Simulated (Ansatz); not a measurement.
Cu (fcc (Cu type)), relaxed and computed with several functionals in Ansatz (plane waves, PAW).

```
functional  a (Å)  B₀ by P(V) fit (GPa)
----------  -----  --------------------
r²SCAN      3.579                   163
PBEsol      3.563                   168
PBE           [?]                   [?]
LDA         3.518                   188
```

### Question
Fill in the missing entries.

### Answer

- PBE, a (Å): 3.628
- PBE, B₀ by P(V) fit (GPa): 141

All cells were relaxed under the symmetry of their starts (and spin orders); stability against distortions was not tested throughout. Named crystals with no word on spin ran without spin polarisation.

Potentials: the earlier of the program's two PAW sets. The files were generated under PBE; for other functionals the program regenerates the frozen cores, and for LDA and PBEsol the local potential too.

Ansatz (a quantum-chemistry and plane-wave program) is a plane-wave DFT program.
